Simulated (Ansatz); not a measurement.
Theory: DFT PBE, scalar-relativistic, plane waves, PAW in Ansatz 0.2.0. All cells share a 420 eV cutoff and Γ-centred k meshes spaced about 0.3 Å⁻¹ or finer (0.25 for metals, 2π included). No spin polarisation.

This relaxed BeTe3 cell comes from a structure search over trial cells.

```
Be Te
1.0
     5.70854    0.00000    0.00000
     0.00000    5.70854    0.00000
     0.00000    0.00000    8.28793
Be Te
2 6
Cartesian
  0.0000 0.0000 0.0000
  2.8543 2.8543 0.0000
  4.1434 4.4194 6.9095
  1.5652 1.2891 6.9095
  4.4194 1.5652 1.3784
  1.2891 4.1434 1.3784
  2.8543 0.0000 3.0662
  0.0000 2.8543 5.2217
```

Task: Is it a true minimum?

Result: It is locally stable on this q mesh, but a lower structure lies near. The phonons at Γ show no imaginary mode. With atoms moved at random and symmetry off, it falls by 7 meV/atom into P1 (No. 1). Conventional cell: a = 5.697 Å, b = 5.746 Å, c = 8.206 Å, α = 80.3°, β = 87.8°, γ = 90.0°. Be on its first site has 4 Te at 2.45–2.46 Å; around Be on its second site lie 4 Te at 2.45–2.46 Å; around Te on its first site lie 2 Be at 2.45 Å and 1 Te at 2.82 Å; around Te on its second site lie 2 Be at 2.45–2.46 Å and 1 Te at 2.79 Å; 4 more sites not described.

```
Be Te
1.0
     5.69717    0.00000    0.00000
     0.00051    5.74574    0.00000
     0.32194    1.38305    8.08243
Be Te
2 6
Direct
  0.99324 0.99995 0.00052
  0.49053 0.49720 0.99950
  0.23087 0.77012 0.83024
  0.78215 0.31792 0.83052
  0.70848 0.73111 0.16947
  0.26149 0.17928 0.17243
  0.99273 0.42672 0.37800
  0.54051 0.07770 0.61931
```

Weakly bound directions are ill-defined at this level, which has no dispersion term. Spin–orbit coupling, which can matter for Te, is left out.
